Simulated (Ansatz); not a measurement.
The relaxed structure here is a generated cell of ZrO2: the first start was made by placing the elements on the sites of a structure type, and the end was not matched to a known phase here, so it may be hypothetical. Known forms of ZrO2 include space group No. 14, 137, 225.

A relaxed structure of ZrO2. Space group Fd-3m (No. 227), AFLOW prototype A2B_cF24_227_c_a (C9, as in SiO2). Calculation: r2SCAN (plane waves to 500 eV, PAW, scalar-relativistic; Ansatz, an electronic-structure program).

Space group Fd-3m, origin choice 1 (No. 227); a = 9.048 Å, b = 9.048 Å, c = 9.048 Å, α = 90.00°, β = 90.00°, γ = 90.00°

```csv
atom,site,symmetry,x,y,z
Zr,8b,-43m,0.5000,0.5000,0.5000
O,16d,.-3m,0.6250,0.6250,0.6250
```
(The calculation used a cell of 6 atoms; values per cell refer to that cell.)

Q: Predict the band gap from r2SCAN.

A: 5.28 eV, direct (no spin-orbit coupling).

No spin polarisation in the result.

The run could not lose the symmetry of its start: the end is stationary, and may be a saddle point rather than a minimum.
